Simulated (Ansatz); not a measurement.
The numbers come from plane-wave PAW DFT (Ansatz): r2SCAN, no spin polarisation, 500 eV, 7×7×5 Γ-centred k points, fermi-dirac occupations (width 0.1 eV). Nothing was relaxed.

Computed maps in the lattice plane spanned by a (left to right, 4.92 Å, 15 points from zero) and b (bottom to top, 4.92 Å, 15 points from zero), 113° apart, at height 0.750 along c. The fields are smooth PAW ones with compensation charges, not the true ones near nuclei.

Valence density. Digits on a logarithmic scale: 0 up to 0.03 e/Å³, each further digit a factor of 1.6, 9 from 1.3 e/Å³ up:
```
432223333467875
322345666799996
323467888999995
224689999999974
135799999999852
136899997787531
136899976553200
136899764220000
247999752000000
369999852000000
479999730000001
589998520000002
579975300000013
456542100001233
443321111234554
```

ELF. Ten even steps from '0' (0.00) to '9' (0.86):
```
000000111379983
100012444699985
000135666873785
001355468855993
002552168889970
014641366799820
014666653366200
014688630010000
036888730000000
279758961000000
599359960000000
699799820000001
388897200000000
135530000000100
001000000025631
```

Q: The cell is CrSeO4. Which atoms lie within 0.2 Å of this plane, and where (fractions of a and b)?

A: Se at (0.36, 0.64), O at (0.73, 0.77), O at (0.23, 0.27). The whole cell:
```
CELL_PARAMETERS angstrom
2.70063 4.10831 0.00000
2.70063 -4.10831 0.00000
0.00000 0.00000 -6.64077
ATOMIC_POSITIONS crystal
O 0.25000 0.75000 0.95000
O 0.75000 0.25000 0.45000
O 0.75000 0.25000 0.05000
O 0.25000 0.75000 0.55000
Se 0.36000 0.64000 0.75000
Se 0.64000 0.36000 0.25000
Cr 0.00000 0.00000 0.00000
Cr 0.00000 0.00000 0.50000
O 0.73000 0.77000 0.75000
O 0.27000 0.23000 0.25000
O 0.77000 0.73000 0.25000
O 0.23000 0.27000 0.75000
```

Origin: a known structure type with other elements, at an estimated volume, so it need not be a known compound. Caveats: no spin polarisation, so a magnetic state may lie lower; atoms or cell far from equilibrium.
